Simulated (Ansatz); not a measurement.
The relaxed structure here is a generated cell of SnSe: the first start was made by placing the elements on the sites of a structure type, and the end was not matched to a known phase here, so it may be hypothetical. Known forms of SnSe include space group No. 62.

One stationary structure of SnSe. Space group Imm2 (No. 44). All values below come from r2SCAN (plane waves to 500 eV, PAW, scalar-relativistic; Ansatz, a quantum-chemistry and plane-wave program).

```xyz
2
Lattice="-2.1121 3.0160 2.1808 2.1121 -3.0160 2.1808 2.1121 3.0160 -2.1808" Properties=species:S:1:pos:R:3 pbc="T T T"
Sn     0.0000     0.0000     0.0357
Se     0.0000     3.0160     0.2914
```

For SnSe, the volume per atom comes out as 27.78 Å³ and the band gap is no clear gap: the sampled points leave 0.14 eV away from the symmetry points, which may be a band crossing missed between them. The smallest direct gap comes out as 0.17 eV at 11 % of the way from T to W and the shortest distances is Se–Sn 2.86 Å. The k-mesh is 11×11×11.

Band energies at high-symmetry points (eV from the VBM; labels of this space group; no spin-orbit coupling), from −5 eV up to 1.0 eV:

| point | energies |
|---|---|
| Γ | -2.67 -2.61 -2.61 |
| X | -3.99 -3.97 |
| F0 | -3.66 -2.77 |
| Σ0 | -3.66 -2.77 |
| Λ0 | -3.59 -2.76 |
| G0 | -3.59 -2.76 |
| R | -4.04 -3.98 |
| W | -1.06 |

No spin polarisation in the result.

The run could not lose the symmetry of its start: the end is stationary, and may be a saddle point rather than a minimum.
